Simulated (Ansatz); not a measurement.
## NbRu under compression and expansion

Space group Pm-3m (No. 221). a = 3.184 Å, b = 3.184 Å, c = 3.184 Å, α = 90.00°, β = 90.00°, γ = 90.00°
```csv
atom,site,symmetry,x,y,z
Nb,1a,m-3m,0.0000,0.0000,0.0000
Ru,1b,m-3m,0.5000,0.5000,0.5000
```

The runs use the primitive cell with vectors (3.184, 0.000, 0.000), (0.000, 3.184, 0.000), (0.000, 0.000, 3.184) Å, to which the k mesh refers.

The geometry is COD entry 1523398, unchecked; take it as a test cell.

Spin polarisation is left out, and whether a magnetic state lies lower isn't shown here.

All numbers are computed: DFT, PBEsol, all-electron LAPW, scalar-relativistic (Ansatz 0.2.0); DFT, PBEsol, PAW with Ansatz's default frozen-core files, scalar-relativistic (Ansatz 0.2.0).

For LAPW: a Γ-centred 11×11×11 k mesh, Fermi–Dirac smearing of 0.03 eV, basis error target 0.25 meV/atom, no spin polarisation. PAW takes a cutoff of 420 eV at this cell (files made with PBE, cores remade for this functional). The Ansatz runs share mesh, smearing and spin set-up. Plane-wave (PAW) pressures include the program's estimate of the Pulay term.

The cell above is scaled evenly, with fractional coordinates and shape held.

Q: Estimate the equilibrium volume and bulk modulus that full-potential LAPW gives for this fixed shape.

A: V0 = 15.46 Å³/atom, B0 = 255 GPa, B0′ = 4.4, from a third-order Birch–Murnaghan fit to these pressures:
```csv
V/V(cell),V (Å³/atom),"P, LAPW (GPa)","P, PAW (GPa)","free energy over the lowest listed, PAW (meV/atom)"
0.9400,15.171,5.08,5.11,4.6
0.9600,15.494,-0.50,-0.47,0.0
0.9800,15.817,-5.49,-5.46,6.1
0.9900,15.978,-7.78,-7.76,12.7
1.0000,16.139,-9.95,-9.92,21.7
1.0100,16.301,-12.00,-11.97,32.7
1.0200,16.462,-13.93,-13.91,45.7
1.0400,16.785,-17.49,-17.47,77.4
1.0600,17.108,-20.66,-20.64,115.9
```

PAW's V0 lies 0.01 % from the all-electron value and its B0 0.0 %. Symmetry fixes shape and coordinates here, so this is the relaxed modulus.
